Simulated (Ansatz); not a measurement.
ScCl in space group R-3m (No. 166; Cl on 6c, Sc on 6c) under volume change, plane-wave PAW r²SCAN+D4 (Ansatz code), shape and atoms relaxed at each volume.

```csv
V (Å³/atom),E − E(relaxed) (meV/atom),P (GPa)
21.434,22.5,3.93
22.140,[?],[?]
22.847,2.0,0.94
23.553,0.0,0.00
24.260,1.5,-0.61
24.967,4.9,-0.91
25.673,[?],[?]
```

Q: What belongs in the gaps?

A: 
- 22.140, E − E(relaxed) (meV/atom): 8.9
- 22.140, P (GPa): 2.26
- 25.673, E − E(relaxed) (meV/atom): 9.0
- 25.673, P (GPa): -0.95

Q: What does a third-order Birch–Murnaghan fit give for V₀, B₀ and B′?

A: V₀ = 23.58 Å³/atom, B₀ = 23.4 GPa, B′ = 13.7.

The workflow started from an entry of the Crystallography Open Database (COD). Its standing as an ambient phase is unchecked. The cell was relaxed with r²SCAN+D4 under the symmetry of its start; its stability against distortions is not shown here. No spin polarisation was allowed.

Potentials: the later of the program's two PAW sets.
